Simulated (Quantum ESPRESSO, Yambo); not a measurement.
## Levels of theory for the gap of BaCu2S2

BaCu2S2 (space group I4/mmm, No. 139): one geometry, one set of norm-conserving PBEsol (Quantum ESPRESSO, 92 Ry, no spin-orbit coupling) orbitals, self-energies from Yambo (4×4×4 Γ-centred k mesh, bands 9 to 116 and a 6 Ry block in the screening, 116 bands in G with the Bruneval-Gonze terminator, plasmon pole fitted at 27.2 eV).

The geometry is that of Materials Project entry mp-4255, symmetrised and not relaxed again.

| level | gap Γ → Γ (eV) | rough Yambo cost |
|---|---|---|
| PBEsol (Quantum ESPRESSO) | 0.44 | – |
| exchange only (Hartree-Fock self-energy on PBEsol orbitals) | 9.31 | about 1/8 (10 states) |
| static COHSEX@PBEsol | 1.03 | within a factor of two (2 states) |
| G0W0@PBEsol, plasmon pole | 0.99 | 1 (10 states) |

Bare exchange has no screening and gives the widest gap; static COHSEX screens it but leaves out the frequency dependence, which G0W0 restores. All rows use the PBEsol edge points; in the exchange only run other k points give a smaller gap, 8.84 eV.

Costs are rough ratios of core time on shared machines.

Convergence of the G0W0 settings was not tested.

The filled Cu 3d shell has no Hubbard U; semilocal functionals place it too high.

The structure is a Materials Project entry; no match was found in the copy of COD used, and its stability was not checked.
